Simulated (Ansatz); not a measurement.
**Phases of Be at 13 GPa**

Structure types of Be are relaxed in primitive cells with their symmetry kept at 13 GPa, first on PAW files, then by LAPW. The enthalpy is E + pV at zero temperature, without zero-point motion. Only the types listed were tried, and differences under about 5 meV/atom are mesh noise.

All numbers are PBEsol results (scalar-relativistic) from Ansatz 0.2.0, with Fermi–Dirac smearing of 0.08 eV, no spin polarisation. Methods: LAPW: all electrons, basis error target 0.5 meV/atom; PAW: frozen-core files, cutoff 420 eV.

k meshes: fcc 21×21×21, bcc 22×22×22, hcp 20×20×11, sc 19×19×19, simple hexagonal 21×21×19, omega 11×11×15.

The PAW files were made under PBE.

**Question.** Order the types by LAPW enthalpy, lowest first.
A. simple hexagonal
B. omega
C. fcc
D. sc
E. hcp
F. bcc

**Answer.** E (0 meV/atom), C (75 meV/atom), F (93 meV/atom), B (199 meV/atom), A (643 meV/atom), D (1185 meV/atom).

```csv
start type,ends as,"a, b, c (Å)",V (Å³/atom),"H − H(lowest), LAPW (meV/atom)","same, PAW"
fcc,"fcc, Fm-3m","3.052, 3.052, 3.052",7.11,75.5,75.4
bcc,"bcc, Im-3m","2.419, 2.419, 2.419",7.08,92.9,92.9
hcp,"hcp, P6_3/mmc","2.188, 2.188, 3.452",7.16,0.0,0.0
sc,"sc, Pm-3m","2.070, 2.070, 2.070",8.87,1184.7,1183.5
simple hexagonal,"simple hexagonal, P6/mmm","2.072, 2.072, 2.250",8.36,643.3,642.6
omega,"omega, P6/mmm","3.457, 3.457, 2.100",7.24,198.7,198.6
```

**Question.** Split the lead of hcp over fcc into energy and pV.

**Answer.** For fcc less hcp: ΔE = +79.2 meV/atom, and p·ΔV = 13 GPa × -0.0460 Å³ × 6.242 meV/(GPa·Å³) = -3.7 meV/atom, together 75.5 meV/atom. hcp wins by its internal energy, though it is the less dense.
